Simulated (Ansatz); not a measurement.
MgFI as a Janus 1T monolayer was relaxed with 5 functionals in the PAW code Ansatz, cell and atoms free, the symmetry of the start kept (meshes: PBE 12×12×1, r2SCAN 12×12×1, PBEsol 12×12×1, LDA 12×12×1, HSE06 6×6×1). The cell comes from a prototype generator: it can be a known phase or a hypothetical one. Spin polarisation is off.

The HSE06 result:
```cif
data_structure
_symmetry_space_group_name_H-M 'P 1'
_symmetry_Int_Tables_number 1
_cell_length_a 3.7014
_cell_length_b 3.7014
_cell_length_c 29.2555
_cell_angle_alpha 90.000
_cell_angle_beta 90.000
_cell_angle_gamma 120.000
_cell_volume 347.12
loop_
_atom_site_label
_atom_site_type_symbol
_atom_site_fract_x
_atom_site_fract_y
_atom_site_fract_z
_atom_site_occupancy
Mg1 Mg 0.00000 0.00000 0.31951 1
F1 F 0.33333 0.66667 0.34617 1
I1 I 0.66667 0.33333 0.25722 1
```
The sheet repeats along a and b alone.

The sheet's in-plane cell has a = 3.701 Å, b = 3.701 Å (γ = 120.0°), and its outermost atoms lie 2.60 Å apart along the normal. Mg is surrounded by 3 F at 2.27 Å and 3 I at 2.81 Å; F is surrounded by 3 Mg at 2.27 Å; I is surrounded by 3 Mg at 2.81 Å.

Task: How does the cell change with PBE?

Result: a = 3.730 Å; the area differs by +1.6 % from HSE06's. Mg is surrounded by 3 F at 2.29 Å and 3 I at 2.83 Å; F is surrounded by 3 Mg at 2.29 Å; I is surrounded by 3 Mg at 2.83 Å.

Task: What lattice does LDA give?

Result: a = 3.633 Å; the area differs by -3.7 % from HSE06's. Mg has 3 F at 2.23 Å and 3 I at 2.77 Å; F has 3 Mg at 2.23 Å; I has 3 Mg at 2.77 Å.

Task: Held at the r2SCAN cell, what mean stress do LDA and PBE find, and does its sign point to their own minimum?

Result: Yes. LDA -1.69 N/m, and its relaxed area is -4.3 % from r2SCAN's; PBE +0.48 N/m, and its relaxed area is +0.9 % from r2SCAN's. Compression counts positive, so a positive stress asks for a larger cell.
